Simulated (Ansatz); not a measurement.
**Question.** Ru (dhcp (α-La type), space group No. 194) is relaxed with the program Ansatz at the PBE level (PAW). What lattice parameters of the conventional cell result?

**Answer.** a = 2.709 Å, c = 8.701 Å.

Space group P6_3/mmc (dhcp (α-La type)). The cell is a constructed one: a structure type filled with these elements. Its sites differ from those of the usual phase in this space group: another stacking or structure type. Symmetry was held in the PBE relaxation; of distortions, only those at the zone centre were tested. No spin polarisation was allowed. Axis ratios of metals converge slowly with the k-mesh, so a and c are less sure than the volume.

Potentials: the later of the program's two PAW sets.
